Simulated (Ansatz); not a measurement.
# Relaxing a structure of P

The start is a relaxed P cell displaced along its unstable phonon at q = Γ (246i cm⁻¹), largest move 0.15 Å. A full variable-cell relaxation at zero pressure is run with r2SCAN (plane waves to 500 eV, PAW, scalar-relativistic; Ansatz, a quantum-chemistry and plane-wave program). The first steps use a coarse 13×13×13 k-mesh.

The start:
```
CELL_PARAMETERS angstrom
     -1.74064     1.74064     2.47386
      1.74064    -1.74064     2.47386
      1.74064     1.74064    -2.47386
ATOMIC_POSITIONS crystal
  P  0.68453 0.72762 0.95691
  P  0.31547 0.27238 0.04309
```

Problem. How large is the pressure on the unrelaxed cell, and of which sign?

Solution. +5.1 GPa (positive: the cell is compressed).

Problem. How does the volume change?

Solution. +7.2 %, from 14.99 to 16.07 Å³/atom.

Problem. Is the parent structure recovered?

Solution. It does not go back: it reaches R-3m (No. 166), AFLOW prototype A_hR2_166_c (A7, as in As), 0.05 eV/atom below the parent.

Problem. How do the shortest distances between atoms change?

Solution. The closest pairs of elements (up to four, under 3.6 Å), start → end: P–P 2.27 → 2.30 Å.

Problem. Is the relaxed structure metallic? Give its gap.

Solution. Zero (metallic).

Problem. Give the final cell and atomic positions.

Solution. 
Space group R-3m, hexagonal axes (No. 166); a = b = 3.466 Å, c = 9.270 Å, α = β = 90.00°, γ = 120.00°

```tsv
atom	site	symmetry	x	y	z
P	6c	3m	0.0000	0.0000	0.2280
```
(The calculation used a cell of 2 atoms; values per cell refer to that cell.)

Final values are on a 16×16×16 k-mesh of the relaxed cell. No spin polarisation in the result.

The run could not lose the symmetry of its start: the end is stationary, and may be a saddle point rather than a minimum.

The relaxed structure here is a generated cell of P: the first start was made by placing the elements on the sites of a structure type, and the end was not matched to a known phase here, so it may be hypothetical. Known forms of P include space group No. 64.
